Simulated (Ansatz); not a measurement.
# Ge: do energies and stresses tell the same story?

These are results of DFT r2SCAN, scalar-relativistic, plane waves, PAW in Ansatz 0.2.0, not measurements.

Settings: cutoff 500 eV, Γ-centred mesh 6×6×4 on the computed 12-atom cell, Gaussian smearing of 0.02 eV; no spin polarisation.

Relaxed cell: P4_32_12, a = 5.949 Å, b = 5.949 Å, c = 7.089 Å, α = 90.00°, β = 90.00°, γ = 90.00°, 12 atoms in the primitive cell. This form isn't the element's structure at ambient conditions.

Energies at zero smearing and pressures from the stress tensor, at volumes with shape and atoms relaxed:
```tsv
V (Å³/atom)	E − E(first) (meV/atom)	P (GPa)
19.651	0.00	4.37
20.278	-12.33	2.00
20.905	-16.16	0.00
21.532	-12.74	-1.70
22.159	-3.19	-3.14
```

**Question.** Check P = −dE/dV between neighbouring volumes, and get the bulk modulus from the pressures alone.

**Answer.** With 1 eV/Å³ = 160.2 GPa:
```csv
middle V (Å³/atom),−ΔE/ΔV (GPa),mean P (GPa)
19.964,3.150,3.183
20.592,0.978,1.000
21.219,-0.873,-0.849
21.846,-2.440,-2.420
```

The two differ by 0.03 GPa at most. The mean of two end pressures misses the average over a step by about ΔV² P″/12, up to 0.04 GPa here; with that taken off 0.01 GPa remains. Around V = 20.905 Å³/atom, the two neighbours give B = −V ΔP/ΔV = 20.905 × 3.70 / 1.254 = 61.6 GPa, against B0 = 61.4 GPa from the Birch–Murnaghan fit of the energies.